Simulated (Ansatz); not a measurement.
TiBiO₃:
```xyz
5
Lattice="3.8331 0.0000 0.0000 0.0000 3.8331 0.0000 0.0000 0.0000 4.6294" Properties=species:S:1:pos:R:3 pbc="T T T"
Ti     1.9166     1.9166     2.2720
Bi     0.0000     0.0000     0.2817
O      1.9166     1.9166     4.0517
O      1.9166     0.0000     1.5720
O      0.0000     1.9166     1.5720
```
Starting moments (μB, in the order of the atoms Ti Bi O O O): 0.8 0.1 0.0 0.0 0.0.

Relaxed with r²SCAN. Special points in fractions of this cell's reciprocal vectors: Γ (0.000, 0.000, 0.000); X (0.000, 0.500, 0.000); M (0.500, 0.500, 0.000); Z (0.000, 0.000, 0.500); R (0.000, 0.500, 0.500); A (0.500, 0.500, 0.500).

Question: List the band energies nearest the Fermi level at these points for DFT-r²SCAN in the program Ansatz with PAW potentials.

Answer: In eV from the Fermi level; about four levels below and three above (degenerate sets whole), none deeper than 8.9 eV; points with the same levels are listed once.

```
k                            below                above
---  -----------------------------  -------------------
Γ ↑        -5.03 -4.69 -4.69 -0.70       0.48 2.15 2.15
X ↑        -5.83 -5.00 -4.98 -3.52       0.00 0.12 1.19
M ↑  -5.55 -5.55 -5.00 -4.12 -0.70       1.02 1.12 1.12
Z ↑        -4.65 -4.65 -1.48 -0.70       2.15 2.15 3.15
R ↑        -4.64 -4.63 -4.13 -0.23       0.85 1.37 2.23
A ↑        -5.67 -4.37 -4.37 -4.12       0.54 0.96 0.96
Γ ↓  -5.40 -5.40 -4.99 -4.70 -4.70  0.68 1.61 2.59 2.59
X ↓        -5.80 -5.01 -4.95 -3.52       0.12 1.64 2.03
M ↓        -5.52 -5.52 -4.99 -4.11  0.72 1.56 1.56 1.56
Z ↓        -4.67 -4.64 -4.64 -1.22       1.61 2.60 2.60
R ↓        -5.34 -4.65 -4.63 -4.09       1.18 1.45 1.53
A ↓        -5.57 -4.38 -4.38 -4.12       1.40 1.40 2.74
```

Space group P4mm. The start of the workflow was typed in or built on a structure type; neither database checked (COD, Materials Project) lists it. Whether it is the stable phase at ambient conditions was not checked. The cell was relaxed with r²SCAN under the symmetry of its start; whether a distortion lowers the energy is not shown. The final state is ferromagnetic, the only order run, not a proven ground state. The cell computed holds one magnetic atom, so no antiferromagnetic order was within reach. Other orbital occupations within this spin state were not tried. No Hubbard U is applied. The compound may be a true metal, but semilocal functionals without U, or a wrong spin order, can also close a gap. Spin–orbit coupling is left out wherever it is not named.

Potentials: the earlier of the program's two PAW sets.
